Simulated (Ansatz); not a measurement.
Ansatz (a first-principles code) input:

Ansatz 0.2 input:
```yaml
crystal:
  lattice:
    - [-2.0522720206, 2.0522720206, 2.0522720206]
    - [2.0522720206, -2.0522720206, 2.0522720206]
    - [2.0522720206, 2.0522720206, -2.0522720206]
  atoms:
    - { symbol: C, position: [0.0, 0.25, 0.5] }
    - { symbol: C, position: [0.25, 0.5, 0.0] }
    - { symbol: C, position: [0.5, 0.0, 0.25] }
    - { symbol: C, position: [0.25, 0.25, 0.25] }
kpoints:
  mp_grid: { grid: [29, 29, 29] }
hamiltonian:
  xc: pbesol
  pseudopotentials: { kind: paw }
scf:
  occupations: { method: fermi_dirac, width: 0.1 }
elastic: { mode: relaxed_ion, stencil: two_point, amplitude: 0.005, f_tol: 0.0005 }
```

Output (shortened):

```
Pseudopotential: C, paw, valence charge 4
Functional definition: PBEsol
Crystal: 4 atoms, lattice volume = 34.575 Å³
Basis set: ecut = 420 eV, 675 PW (Γ), exchange–correlation on 48×48×48 points (8 copies of the dense FFT grid, shifted against one another)
Bands: 12, of which v1, the nominal top of the filled ones, is band 8 counted from 1 (7 counted from 0)
Symmetry: 24 space group operations
Space group: I4132 (ITA 214), of the structure as read, at distance tolerance 3.3e-5 Å
k-points: 680 of 24389 (time reversal used)
SCF 1 converged in 9 iterations: F = -981.659753 eV  dr2 = 3.69e-15
Crystal: 4 atoms, lattice volume = 34.402 Å³
Symmetry: 8 space group operations
k-points: 1800 of 24389 (time reversal used)
SCF 2 converged in 9 iterations: F = -981.658919 eV  dr2 = 4.01e-14
relax step   1: F+E_penalty+E_count = -981.65891877 eV  Δ(F+E_penalty+E_count) = +0.000e0 eV  max|allowed force component| = 4.661e-2 eV/Å  Δτ_max = 0.0000 Å  (9 SCF iters, accepted)
Crystal: 4 atoms, lattice volume = 34.402 Å³
SCF 3 converged in 7 iterations: F = -981.659003 eV  dr2 = 1.62e-14
relax step   2: F+E_penalty+E_count = -981.65900332 eV  Δ(F+E_penalty+E_count) = -8.455e-5 eV  max|allowed force component| = 3.105e-2 eV/Å  Δτ_max = 0.0004 Å  (7 SCF iters, accepted)
Crystal: 4 atoms, lattice volume = 34.402 Å³
SCF 4 converged in 7 iterations: F = -981.659070 eV  dr2 = 8.89e-14
relax step   3: F+E_penalty+E_count = -981.65907039 eV  Δ(F+E_penalty+E_count) = -6.707e-5 eV  max|allowed force component| = 1.961e-4 eV/Å  Δτ_max = 0.0008 Å  (7 SCF iters, accepted)
Crystal: 4 atoms, lattice volume = 34.402 Å³
SCF 5 converged in 3 iterations: F = -981.659070 eV  dr2 = 5.92e-14
Crystal: 4 atoms, lattice volume = 34.748 Å³
SCF 6 converged in 9 iterations: F = -981.659220 eV  dr2 = 6.39e-14
relax step   1: F+E_penalty+E_count = -981.65922043 eV  Δ(F+E_penalty+E_count) = +0.000e0 eV  max|allowed force component| = 4.439e-2 eV/Å  Δτ_max = 0.0000 Å  (9 SCF iters, accepted)
Crystal: 4 atoms, lattice volume = 34.748 Å³
SCF 7 converged in 8 iterations: F = -981.659359 eV  dr2 = 1.93e-15
relax step   2: F+E_penalty+E_count = -981.65935933 eV  Δ(F+E_penalty+E_count) = -1.389e-4 eV  max|allowed force component| = 7.382e-4 eV/Å  Δτ_max = 0.0011 Å  (8 SCF iters, accepted)
Crystal: 4 atoms, lattice volume = 34.748 Å³
SCF 8 converged in 5 iterations: F = -981.659359 eV  dr2 = 8.07e-14
relax step   3: F+E_penalty+E_count = -981.65935937 eV  Δ(F+E_penalty+E_count) = -3.874e-8 eV  max|allowed force component| = 4.707e-6 eV/Å  Δτ_max = 0.0000 Å  (5 SCF iters, accepted)
Crystal: 4 atoms, lattice volume = 34.748 Å³
SCF 9 converged in 3 iterations: F = -981.659359 eV  dr2 = 6.76e-14
Crystal: 4 atoms, lattice volume = 34.575 Å³
Symmetry: 4 space group operations
k-points: 3375 of 24389 (time reversal used)
SCF 10 converged in 9 iterations: F = -981.659440 eV  dr2 = 5.29e-14
relax step   1: F+E_penalty+E_count = -981.65944020 eV  Δ(F+E_penalty+E_count) = +0.000e0 eV  max|allowed force component| = 9.298e-2 eV/Å  Δτ_max = 0.0000 Å  (9 SCF iters, accepted)
Crystal: 4 atoms, lattice volume = 34.575 Å³
SCF 11 converged in 9 iterations: F = -981.659868 eV  dr2 = 2.29e-15
relax step   2: F+E_penalty+E_count = -981.65986778 eV  Δ(F+E_penalty+E_count) = -4.276e-4 eV  max|allowed force component| = 6.533e-2 eV/Å  Δτ_max = 0.0010 Å  (9 SCF iters, accepted)
Crystal: 4 atoms, lattice volume = 34.575 Å³
SCF 12 converged in 9 iterations: F = -981.660292 eV  dr2 = 5.41e-14
relax step   3: F+E_penalty+E_count = -981.66029227 eV  Δ(F+E_penalty+E_count) = -4.245e-4 eV  max|allowed force component| = 9.608e-4 eV/Å  Δτ_max = 0.0023 Å  (9 SCF iters, accepted)
Crystal: 4 atoms, lattice volume = 34.575 Å³
SCF 13 converged in 7 iterations: F = -981.660292 eV  dr2 = 2.18e-15
relax step   4: F+E_penalty+E_count = -981.66029230 eV  Δ(F+E_penalty+E_count) = -3.824e-8 eV  max|allowed force component| = 1.714e-4 eV/Å  Δτ_max = 0.0000 Å  (7 SCF iters, accepted)
Crystal: 4 atoms, lattice volume = 34.575 Å³
SCF 14 converged in 2 iterations: F = -981.660292 eV  dr2 = 7.79e-14
Crystal: 4 atoms, lattice volume = 34.575 Å³
SCF 15 converged in 9 iterations: F = -981.659440 eV  dr2 = 5.29e-14
relax step   1: F+E_penalty+E_count = -981.65944020 eV  Δ(F+E_penalty+E_count) = +0.000e0 eV  max|allowed force component| = 9.298e-2 eV/Å  Δτ_max = 0.0000 Å  (9 SCF iters, accepted)
Crystal: 4 atoms, lattice volume = 34.575 Å³
SCF 16 converged in 9 iterations: F = -981.660237 eV  dr2 = 2.92e-14
relax step   2: F+E_penalty+E_count = -981.66023746 eV  Δ(F+E_penalty+E_count) = -7.973e-4 eV  max|allowed force component| = 3.489e-2 eV/Å  Δτ_max = 0.0042 Å  (9 SCF iters, accepted)
Crystal: 4 atoms, lattice volume = 34.575 Å³
SCF 17 converged in 9 iterations: F = -981.660285 eV  dr2 = 6.17e-15
relax step   3: F+E_penalty+E_count = -981.66028547 eV  Δ(F+E_penalty+E_count) = -4.801e-5 eV  max|allowed force component| = 1.070e-2 eV/Å  Δτ_max = 0.0011 Å  (9 SCF iters, accepted)
Crystal: 4 atoms, lattice volume = 34.575 Å³
SCF 18 converged in 8 iterations: F = -981.660292 eV  dr2 = 6.35e-15
relax step   4: F+E_penalty+E_count = -981.66029230 eV  Δ(F+E_penalty+E_count) = -6.834e-6 eV  max|allowed force component| = 1.051e-4 eV/Å  Δτ_max = 0.0003 Å  (8 SCF iters, accepted)
Crystal: 4 atoms, lattice volume = 34.575 Å³
SCF 19 converged in 2 iterations: F = -981.660292 eV  dr2 = 7.95e-14
SCF converged after 9 iterations
Free energy (F): -981.659753 eV
Harris-Foulkes:  -981.659753 eV  (|F-HF|=0.00e0)
Internal energy: -981.581304 eV  (E = F + TS)
E sigma→0 (E₀):  -981.620529 eV
Entropy (-TS):   -0.078449 eV (-19.612 meV/atom)
Fermi energy:    6.882203 eV
--- Per-component energies (eV) ---
  E_band       = -23.302771
  E_kinetic    = 357.960997
  E_local      = -515.896367  (includes V_loc(G=0)·N_el)
  E_nonlocal   = 109.172626
  E_hartree    = 142.997097
  E_xc         = -188.354324
  E_vxc        = -234.023486  (∫ρ·V_xc dr)
  E_paw        = -380.900827  (= ΣΔE_a)
  E_vpaw       = -26.510763  (= ΣTr[D̂ρ^β])
  E_aug_tail   = 0.000029  (compensation charges beyond the density's cutoff)
  E_ewald      = -506.644937
  E_core_change = 0.084402  (= ΣΔE_core)
  E_smearing   = -0.078449  (= −TS)
  E_closure    = 0.000000  (closes the sum)
  Σ components = -981.659753   (vs F -981.659753, Δ=0.00e0)
--- Forces (eV/Å), atoms counted from 1 ---
  atom   1  C      0.00000000     0.00000000     0.00000000
  atom   2  C      0.00000000     0.00000000     0.00000000
  atom   3  C      0.00000000     0.00000000     0.00000000
  atom   4  C      0.00000000     0.00000000     0.00000000
  max |Σ_I F_I| component: 1.31e-16 eV/Å
--- Stress (GPa, compression-positive) ---
        0.136059       0.000000       0.000000
        0.000000       0.136059       0.000000
        0.000000       0.000000       0.136059
  P = ⅓ Tr σ = 0.1361 GPa (1.361 kbar)
--- Band table (eV; the first three rows and the last of 680) ---
  k-point 0: bands = ["-11.9706", "-2.8187", "-2.8187", "-2.8187", "-0.2218", "-0.2218", "4.4470", "4.4470", "4.4470", "13.0243", "13.4689", "16.1240"]
  k-point 1: bands = ["-11.9576", "-3.1917", "-2.8358", "-2.4803", "-0.2270", "-0.2051", "4.4445", "4.4627", "4.4851", "12.9895", "13.5117", "15.7042"]
  k-point 2: bands = ["-11.9189", "-3.5903", "-2.8853", "-2.1858", "-0.2426", "-0.1557", "4.4393", "4.5197", "4.5877", "12.8882", "13.6362", "15.3391"]
  k-point 679: bands = ["-7.9862", "-7.7742", "-7.5784", "-0.9757", "-0.8387", "-0.6932", "7.6961", "8.3090", "8.4052", "8.5160", "16.2885", "17.5371"]
--- Elastic constants: 2 strain directions × 2 members + reference (group order 24) ---
  dense FFT box of the reference and of every strained cell: 24×24×24
  strains applied: 11, 23; error gains: componentwise 1.00 (the most a stress slope's error grows in a printed constant), spectral 1.73 (1 for all six strains …
  C = ∂σ_k/∂η_j (tension-positive GPa; Voigt order 11 22 33 23 13 12):
       198.112    295.871    295.871      0.000      0.000      0.000
       295.871    198.112    295.871      0.000      0.000      0.000
       295.871    295.871    198.112      0.000      0.000      0.000
         0.000      0.000      0.000   -202.038      0.000      0.000
         0.000      0.000      0.000      0.000   -202.038      0.000
         0.000      0.000      0.000      0.000      0.000   -202.038
  reference stress σ⁰ (GPa):     -0.136     -0.136     -0.136      0.000      0.000      0.000
  moduli (Voigt/Reuss/Hill, GPa): K = 263.28/263.28/263.28   G = -140.77/-89.66/-115.22   E = -404.69   ν = 0.756
  mechanically stable: NO (min eigenvalue of sym C = -202.04 GPa)
  strain η (Voigt 11):  stress-route row diagonal C_11 = 198.11 GPa, energy-path curvature d²(F+E_count+ΔE)/dδ²/Ω₀ = 198.15 GPa
         δ    σ_11 (GPa)             F (eV)   n_scf  n_hpsi   n_pw
    -5.000e-3      -1.1143        -981.6590704       3  301288    686   relax 3 steps, max|allowed force component| 1.96e-4 eV/Å
     5.000e-3       0.8669        -981.6593594       3  300813    694   relax 3 steps, max|allowed force component| 4.71e-6 eV/Å
  strain η (Voigt 23):  stress-route row diagonal C_44 = -202.04 GPa, energy-path curvature d²(F+E_count+ΔE)/dδ²/Ω₀ = -202.09 GPa
         δ    σ_23 (GPa)             F (eV)   n_scf  n_hpsi   n_pw
    -5.000e-3       1.0102        -981.6602923       2  558160    691   relax 4 steps, max|allowed force component| 1.71e-4 eV/Å
     5.000e-3      -1.0102        -981.6602923       2  558111    691   relax 4 steps, max|allowed force component| 1.05e-4 eV/Å
```

Cost: very roughly 30 core-minutes on shared cores.

Space group I4_132. The start of the workflow was typed in or built on a structure type; neither database checked (COD, Materials Project) lists it. It is not the phase usual at ambient conditions (space group No. 194, 227). The cell was relaxed with PBEsol under the symmetry of its start. At this level the phase is mechanically unstable. As this level gives no gap, shear constants depend on the k-mesh and smearing (Fermi–Dirac, 0.1 eV here).

Potentials: the later of the program's two PAW sets.

Ansatz is a plane-wave DFT program.
